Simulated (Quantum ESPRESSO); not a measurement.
# Mg3O2FCl: input and log of a self-consistent run

Computed values, not a measurement. The program is pw.x of Quantum ESPRESSO 7.5 (plane-wave density functional theory). The cell is made up: 7 atoms on a zincblende/diamond lattice with one site empty, with randomly drawn elements, strain and displacements, not relaxed. PseudoDojo standard norm-conserving files (v0.5 for PBE, v0.4.1 for LDA and PBEsol) set the functional; there is no spin polarisation, spin-orbit coupling or dispersion term, and the masses in the input are unused placeholders. A spin-polarised start on this cell or one of its family kept no moment.

Input:

```
&control calculation='scf', pseudo_dir='./dojo.nc.sr.pbe.v0_5.standard.upf', outdir='./o', disk_io='medium', tprnfor=.true., tstress=.true. /
&system ibrav=0, nat=7, ntyp=4, nbnd=34, ecutwfc=84.00895049, nosym=.true., tot_charge=0,
 occupations='smearing', smearing='fd', degauss=0.0018374661
/
&electrons conv_thr=7.350e-09, electron_maxstep=60, /
ATOMIC_SPECIES
Cl 1.0 Cl.upf
F 1.0 F.upf
Mg 1.0 Mg.upf
O 1.0 O.upf
CELL_PARAMETERS angstrom
4.7915 -0.0472 0.086
-0.0479 4.8202 0.0244
0.0854 0.0223 4.879
ATOMIC_POSITIONS angstrom
Mg -0.0049 2.4536 2.4584
Mg 2.4714 -0.0615 2.4533
Mg 2.4022 2.4201 0.0395
O 1.2576 1.166 1.2132
F 1.1343 3.5832 3.7538
O 3.6135 1.0925 3.7873
Cl 3.6039 3.5733 1.2738
K_POINTS automatic
4 4 4 1 1 1
```

The log is shortened where brackets say so; the opening notice, blank lines, dates and the lines on written files are dropped, and the path of the files is cut. It prints rydbergs, bohrs and kilobars, and counts compression as positive stress. With no partly filled state, the Fermi energy that it prints is only some level between the filled and the empty states on the mesh, and need not lie in the true gap.

```
     Program PWSCF v.7.5
     Parallel version (MPI & OpenMP), running on       1 processor cores
     Number of MPI processes:                 1
     Threads/MPI process:                     1
     [start-up lines left out]
     bravais-lattice index     =            0
     lattice parameter (alat)  =       9.0565  a.u.
     unit-cell volume          =     760.1061 (a.u.)^3
     number of atoms/cell      =            7
     number of atomic types    =            4
     number of electrons       =        56.00
     number of Kohn-Sham states=           34
     kinetic-energy cutoff     =      84.0090  Ry
     charge density cutoff     =     336.0358  Ry
     scf convergence threshold =      7.3E-09
     mixing beta               =       0.7000
     number of iterations used =            8  plain     mixing
     Exchange-correlation= PBE
                           (   1   4   3   4   0   0   0)
     [axes and pseudopotential details left out]
   Cartesian axes
     site n.     atom                  positions (alat units)
         1        Mg     tau(   1) = (  -0.0010224   0.5119662   0.5129677  )
         2        Mg     tau(   2) = (   0.5156803  -0.0128325   0.5119036  )
         3        Mg     tau(   3) = (   0.5012411   0.5049761   0.0082420  )
         4        O      tau(   4) = (   0.2624098   0.2432966   0.2531453  )
         5        F      tau(   5) = (   0.2366821   0.7476676   0.7832648  )
         6        O      tau(   6) = (   0.7539900   0.2279602   0.7902549  )
         7        Cl     tau(   7) = (   0.7519868   0.7456019   0.2657901  )
     number of k points=    32  Fermi-Dirac smearing, width (Ry)=  0.0018
                       cart. coord. in units 2pi/alat
        k(    1) = (   0.1241021   0.1249074   0.1200408), wk =   0.0625000
        k(    2) = (   0.1196803   0.1236199   0.3656921), wk =   0.0625000
     [further k points left out]
     Dense  grid:    79073 G-vectors     FFT dimensions: (  54,  54,  54)
     Estimated max dynamical RAM per process >      94.93 MB
     Initial potential from superposition of free atoms
     starting charge      55.9976, renormalised to      56.0000
     Starting wfcs are   31 randomized atomic wfcs +    3 random wfcs
     total cpu time spent up to now is        7.0 secs
     per-process dynamical memory:    58.7 Mb
     Self-consistent Calculation
     iteration #  1     ecut=    84.01 Ry     beta= 0.70
     Davidson diagonalization with overlap
     ethr =  1.00E-02,  avg # of iterations =  5.9
     total cpu time spent up to now is       24.1 secs
     total energy              =    -504.20835959 Ry
     estimated scf accuracy    <       1.84020210 Ry
     iteration #  2     ecut=    84.01 Ry     beta= 0.70
     Davidson diagonalization with overlap
     ethr =  3.29E-03,  avg # of iterations =  3.3
     total cpu time spent up to now is       42.2 secs
     total energy              =    -503.70695504 Ry
     estimated scf accuracy    <       6.83724552 Ry
     iteration #  3     ecut=    84.01 Ry     beta= 0.70
     Davidson diagonalization with overlap
     ethr =  3.29E-03,  avg # of iterations =  3.0
     total cpu time spent up to now is       58.7 secs
     total energy              =    -505.10129801 Ry
     estimated scf accuracy    <       0.25154475 Ry
     iteration #  4     ecut=    84.01 Ry     beta= 0.70
     Davidson diagonalization with overlap
     ethr =  4.49E-04,  avg # of iterations =  2.0
     total cpu time spent up to now is       73.7 secs
     total energy              =    -505.09622663 Ry
     estimated scf accuracy    <       0.07850352 Ry
     iteration #  5     ecut=    84.01 Ry     beta= 0.70
     Davidson diagonalization with overlap
     ethr =  1.40E-04,  avg # of iterations =  2.7
     total cpu time spent up to now is       88.7 secs
     total energy              =    -505.10129371 Ry
     estimated scf accuracy    <       0.00645583 Ry
     iteration #  6     ecut=    84.01 Ry     beta= 0.70
     Davidson diagonalization with overlap
     ethr =  1.15E-05,  avg # of iterations =  7.1
     total cpu time spent up to now is      108.0 secs
     total energy              =    -505.10281990 Ry
     estimated scf accuracy    <       0.00229750 Ry
     iteration #  7     ecut=    84.01 Ry     beta= 0.70
     Davidson diagonalization with overlap
     ethr =  4.10E-06,  avg # of iterations =  2.0
     total cpu time spent up to now is      122.3 secs
     total energy              =    -505.10302528 Ry
     estimated scf accuracy    <       0.00042189 Ry
     iteration #  8     ecut=    84.01 Ry     beta= 0.70
     Davidson diagonalization with overlap
     ethr =  7.53E-07,  avg # of iterations =  2.0
     total cpu time spent up to now is      134.3 secs
     total energy              =    -505.10309903 Ry
     estimated scf accuracy    <       0.00000487 Ry
     iteration #  9     ecut=    84.01 Ry     beta= 0.70
     Davidson diagonalization with overlap
     ethr =  8.69E-09,  avg # of iterations =  3.4
     total cpu time spent up to now is      151.2 secs
     total energy              =    -505.10309995 Ry
     estimated scf accuracy    <       0.00000265 Ry
     iteration # 10     ecut=    84.01 Ry     beta= 0.70
     Davidson diagonalization with overlap
     ethr =  4.73E-09,  avg # of iterations =  2.0
     total cpu time spent up to now is      167.5 secs
     total energy              =    -505.10310043 Ry
     estimated scf accuracy    <       0.00000002 Ry
     iteration # 11     ecut=    84.01 Ry     beta= 0.70
     Davidson diagonalization with overlap
     ethr =  3.92E-11,  avg # of iterations =  3.6
     total cpu time spent up to now is      185.6 secs
     End of self-consistent calculation
          k = 0.1241 0.1249 0.1200 (  9892 PWs)   bands (ev):
   -70.6159 -70.4926 -70.3200 -37.4732 -37.3814 -37.3599 -37.3339 -37.2754
   -37.1983 -37.1947 -37.0819 -37.0405 -19.4790 -13.3243 -11.0403 -10.7720
    -2.2269  -2.1262  -1.4643  -1.3298  -1.1156  -0.4296   2.4568   2.6873
     3.0225   3.4480   3.8075   3.9148   6.4821   7.8594   8.6713  10.4194
    11.3835  11.8301
     [levels at the other k points left out]
     the Fermi energy is     5.7707 ev
!    total energy              =    -505.10310044 Ry
     estimated scf accuracy    <          3.4E-09 Ry
     smearing contrib. (-TS)   =      -0.00000000 Ry
     internal energy E=F+TS    =    -505.10310044 Ry
     The total energy is F=E-TS. E is the sum of the following terms:
     one-electron contribution =    -349.64587482 Ry
     hartree contribution      =     181.90816339 Ry
     xc contribution           =     -84.62763512 Ry
     ewald contribution        =    -252.73775389 Ry
     convergence has been achieved in  11 iterations
     Forces acting on atoms (cartesian axes, Ry/au):
     atom    1 type  3   force =     0.09306961   -0.17503583    0.09474963
     atom    2 type  3   force =    -0.11188130    0.18305056    0.10743069
     atom    3 type  3   force =    -0.10818838   -0.17596817   -0.09218887
     atom    4 type  4   force =     0.02579473    0.04992126    0.05724883
     atom    5 type  2   force =     0.03413905   -0.01698539   -0.03273676
     atom    6 type  4   force =    -0.03092957    0.05894619   -0.05612420
     atom    7 type  1   force =     0.09799586    0.07607138   -0.07837932
     Total force =     0.441686     Total SCF correction =     0.000075
     Computing stress (Cartesian axis) and pressure
          total   stress  (Ry/bohr**3)                   (kbar)     P=       19.03
   0.00028610  -0.00019137   0.00034043           42.09      -28.15       50.08
  -0.00019137  -0.00014835   0.00029365          -28.15      -21.82       43.20
   0.00034043   0.00029365   0.00025032           50.08       43.20       36.82
     init_run     :      6.24s CPU      6.88s WALL (       1 calls)
     electrons    :    164.77s CPU    178.59s WALL (       1 calls)
     forces       :      2.44s CPU      2.50s WALL (       1 calls)
     stress       :      8.84s CPU      8.94s WALL (       1 calls)
     [timing details left out]
     PWSCF        :   3m 2.49s CPU   3m17.23s WALL
     JOB DONE.
```

In other units: free energy -6872.278 eV for the cell, pressure 1.90 GPa, largest force component 4.706 eV/Å. A rerun of the same cell at another strain at 1437 eV and a 6 x 6 x 6 mesh moved values by no more than 0.003 eV in energy, 0.03 GPa in stress and 0.004 eV/Å in force.